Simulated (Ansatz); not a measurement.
With plane-wave PAW PBEsol (Ansatz code), Tc in the hcp (Mg type) structure (P6_3/mmc) relaxes to a = 2.724 Å, c = 4.358 Å. Tc has 12 nearest neighbours from 2.69 Å (anticuboctahedral).

Electronic character: metallic (no gap).

The cell was relaxed with PBEsol under the symmetry of its start. No spin polarisation was allowed. Axis ratios of metals converge slowly with the k-mesh, so a and c are less sure than the volume. Scalar-relativistic: spin–orbit coupling is off unless named, which matters more the heavier the elements.

Potentials: the later of the program's two PAW sets.
